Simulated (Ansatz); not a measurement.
BeAg (CsCl type, space group No. 221) at seven volumes, r²SCAN in the plane-wave PAW code Ansatz, scaled uniformly. One row is withheld.

| V (Å³/atom) | P (GPa) |
|---|---|
| 11.459 | 15.06 |
| 11.837 | 9.16 |
| 12.214 | 4.18 |
| 12.592 | -0.01 |
| 12.970 | -3.55 |
| 13.348 | ? |
| 13.725 | -9.05 |

Question: Fit the shown pressures and predict the withheld one.

Answer: P = (3/2)B₀(x^(7/2) − x^(5/2))[1 + (3/4)(B′ − 4)(x − 1)] with x = (V₀/V)^(2/3). Least squares on the six rows gives V₀ = 12.591 Å³/atom, B₀ = 128 GPa, B′ = 4.67. At V = 13.348, x = 0.9618 and P = -6.52 GPa. The run itself gave -6.53 GPa.

Space group Pm-3m (CsCl type). The start of the workflow was typed in or built on a structure type; neither database checked (COD, Materials Project) lists it. Its standing as an ambient phase is unchecked. The r²SCAN relaxation kept the symmetry of its start; whether a distortion lowers the energy is not shown. No spin polarisation was allowed. Its formation energy is positive at this level, so the cell may be metastable or incomplete.

Potentials: the earlier of the program's two PAW sets.
